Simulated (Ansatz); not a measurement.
Eigenvalues along a path: TiO2 (rutile type)

```
CELL_PARAMETERS angstrom
3.84049 0.00000 0.00000
0.00000 3.84049 0.00000
0.00000 0.00000 2.68611
ATOMIC_POSITIONS crystal
Ti 0.00000 0.00000 0.00000
Ti 0.50000 0.50000 0.50000
O 0.30317 0.30317 0.00000
O 0.69683 0.69683 0.00000
O 0.80317 0.19683 0.50000
O 0.19683 0.80317 0.50000
```

The cell comes from a relaxation on PAW files under the same functional, begun from a prototype that needn't be the stable phase.

All numbers are PBE results (scalar-relativistic) from Ansatz 0.2.0, with a Γ-centred 8×8×11 k mesh, Fermi–Dirac smearing of 0.08 eV, no spin polarisation. Methods: LAPW: all electrons, basis error target 1 meV/atom.

This run: volume at 0.62 of the series' base cell.

The structure type is held throughout; the real material can change phase at far lower pressure.

Path points, in fractions of the reciprocal vectors: Γ (0.000, 0.000, 0.000), X (0.000, 0.500, 0.000), M (0.500, 0.500, 0.000), Z (0.000, 0.000, 0.500), R (0.000, 0.500, 0.500), A (0.500, 0.500, 0.500). Levels in eV from the valence-band top; bands 21 to 42, counted from the lowest band of the run. The gap is 2.79 eV, the pressure 278.3 GPa.

```
# k(1/Å) point b21 b22 b23 b24 b25 b26 b27 b28 b29 b30 b31 b32 b33 b34 b35 b36 b37 b38 b39 b40 b41 b42
0.000 Γ -20.60 -19.11 -15.72 -15.72 -8.91 -8.49 -8.10 -6.27 -6.27 -3.16 -3.16 -2.80 -0.87 -0.19 0.00 0.00 2.79 3.61 3.64 3.64 3.99 7.98
0.205 - -20.44 -19.02 -15.96 -15.90 -8.71 -8.24 -7.83 -6.24 -6.23 -3.46 -3.15 -2.87 -1.13 -0.43 -0.38 -0.26 3.06 3.79 3.83 3.92 4.22 7.77
0.409 - -20.00 -18.77 -16.57 -16.36 -8.21 -7.62 -7.07 -6.18 -6.13 -4.16 -3.18 -2.99 -1.71 -1.46 -1.14 -0.55 3.62 4.30 4.32 4.53 4.59 7.22
0.614 - -19.36 -18.47 -17.28 -16.93 -7.55 -6.94 -6.09 -6.05 -6.00 -4.87 -3.52 -3.02 -2.74 -2.33 -1.56 -0.97 4.16 4.76 4.89 5.03 5.07 6.51
0.818 X -18.66 -18.66 -17.42 -17.42 -6.93 -6.93 -6.03 -6.03 -5.15 -5.15 -3.75 -3.75 -2.80 -2.80 -1.39 -1.39 4.59 4.59 5.22 5.22 5.77 5.77
1.023 - -18.86 -18.86 -17.17 -17.17 -7.03 -7.03 -6.11 -6.11 -5.47 -5.47 -3.18 -3.18 -2.64 -2.64 -1.54 -1.54 4.46 4.46 4.99 4.99 5.83 5.83
1.227 - -19.19 -19.19 -16.70 -16.70 -7.48 -7.48 -6.29 -6.29 -5.48 -5.48 -2.71 -2.71 -2.26 -2.26 -1.49 -1.49 4.07 4.07 4.47 4.47 6.01 6.01
1.432 - -19.44 -19.44 -16.30 -16.30 -7.99 -7.99 -6.44 -6.44 -5.02 -5.02 -3.24 -3.24 -1.86 -1.86 -0.73 -0.73 3.54 3.54 3.96 3.96 6.18 6.18
1.636 M -19.52 -19.52 -16.14 -16.14 -8.20 -8.20 -6.50 -6.50 -4.59 -4.59 -3.73 -3.73 -1.69 -1.69 -0.32 -0.32 3.26 3.26 3.75 3.75 6.25 6.25
1.925 - -19.60 -19.11 -16.74 -16.09 -8.22 -7.43 -6.47 -6.32 -5.89 -4.25 -3.67 -2.54 -2.27 -1.71 -1.69 -0.28 3.27 3.73 4.07 4.48 5.82 6.42
2.214 - -19.86 -18.43 -17.47 -15.95 -8.26 -7.40 -6.39 -6.33 -6.03 -3.83 -3.50 -2.97 -2.93 -1.60 -1.27 -0.19 3.26 3.69 4.76 4.86 5.24 6.93
2.504 - -20.32 -18.92 -16.40 -15.80 -8.50 -8.32 -7.37 -6.30 -6.13 -3.58 -3.27 -2.94 -1.26 -1.19 -0.43 -0.09 3.09 3.65 3.96 4.42 4.43 7.61
2.793 Γ -20.60 -19.11 -15.72 -15.72 -8.91 -8.49 -8.10 -6.27 -6.27 -3.16 -3.16 -2.80 -0.87 -0.19 0.00 0.00 2.79 3.61 3.64 3.64 3.99 7.98
3.085 - -20.20 -18.80 -16.06 -16.06 -8.66 -8.18 -7.73 -6.22 -6.22 -3.38 -2.93 -2.93 -1.70 -0.59 -0.37 -0.37 3.46 3.60 4.10 4.10 4.13 7.76
3.378 - -19.25 -18.11 -16.81 -16.81 -7.92 -7.45 -6.81 -6.16 -6.16 -4.51 -3.08 -2.51 -2.51 -1.76 -0.96 -0.96 3.80 4.23 4.45 5.07 5.07 7.15
3.670 - -18.23 -17.56 -17.49 -17.49 -6.85 -6.74 -6.43 -6.16 -6.16 -4.74 -3.94 -3.44 -2.28 -2.28 -1.27 -1.27 4.23 4.40 4.85 5.96 5.96 6.26
3.962 Z -17.76 -17.76 -17.58 -17.58 -6.71 -6.71 -6.18 -6.18 -5.19 -5.19 -4.19 -4.19 -2.21 -2.21 -1.37 -1.37 4.50 4.50 5.28 5.28 6.33 6.33
4.167 - -18.28 -18.28 -17.03 -17.03 -7.12 -7.12 -6.06 -6.06 -4.82 -4.82 -4.03 -4.03 -2.22 -2.22 -1.52 -1.52 4.53 4.53 4.90 4.90 6.47 6.47
4.371 - -18.76 -18.76 -16.45 -16.45 -7.72 -7.72 -5.82 -5.82 -4.46 -4.46 -3.45 -3.45 -2.18 -2.18 -1.92 -1.92 4.07 4.07 4.60 4.60 6.67 6.67
4.576 - -19.08 -19.08 -16.05 -16.05 -8.13 -8.13 -5.61 -5.61 -4.14 -4.14 -3.02 -3.02 -2.51 -2.51 -1.79 -1.79 3.23 3.23 4.65 4.65 6.79 6.79
4.780 R -19.19 -19.19 -15.89 -15.89 -8.28 -8.28 -5.55 -5.55 -3.87 -3.87 -2.97 -2.97 -2.84 -2.84 -1.48 -1.48 2.83 2.83 4.67 4.67 6.83 6.83
4.985 - -19.08 -19.08 -16.03 -16.03 -8.23 -8.23 -5.51 -5.51 -4.20 -4.20 -3.01 -3.01 -2.51 -2.51 -1.39 -1.39 2.97 2.97 4.68 4.68 6.66 6.66
5.189 - -18.77 -18.77 -16.39 -16.39 -8.09 -8.09 -5.44 -5.44 -4.77 -4.77 -2.86 -2.86 -2.26 -2.26 -1.07 -1.07 3.34 3.34 4.68 4.68 6.21 6.21
5.394 - -18.34 -18.34 -16.88 -16.88 -7.92 -7.92 -5.56 -5.56 -5.07 -5.07 -2.66 -2.66 -2.21 -2.21 -0.69 -0.69 3.81 3.81 4.69 4.69 5.66 5.66
5.598 A -18.04 -18.04 -17.20 -17.20 -7.83 -7.83 -5.71 -5.71 -5.08 -5.08 -2.57 -2.57 -2.22 -2.22 -0.53 -0.53 4.08 4.08 4.69 4.69 5.34 5.34
5.888 - -18.78 -18.00 -17.26 -16.38 -8.11 -7.75 -5.62 -5.45 -5.38 -4.57 -3.05 -2.41 -2.25 -2.18 -0.97 -0.82 3.44 4.24 4.67 4.69 5.18 6.28
6.177 - -19.19 -17.91 -17.39 -15.89 -8.18 -7.47 -6.09 -5.46 -5.13 -4.02 -3.22 -2.64 -2.30 -2.19 -1.81 -1.69 3.49 4.61 4.66 4.66 5.28 7.06
6.466 - -18.76 -17.80 -17.52 -16.46 -7.57 -6.86 -6.56 -5.65 -4.86 -4.50 -4.13 -3.45 -2.27 -2.20 -1.83 -1.48 4.40 4.54 4.57 5.09 5.91 6.92
6.755 Z -17.76 -17.76 -17.58 -17.58 -6.71 -6.71 -6.18 -6.18 -5.19 -5.19 -4.19 -4.19 -2.21 -2.21 -1.37 -1.37 4.50 4.50 5.28 5.28 6.33 6.33
```
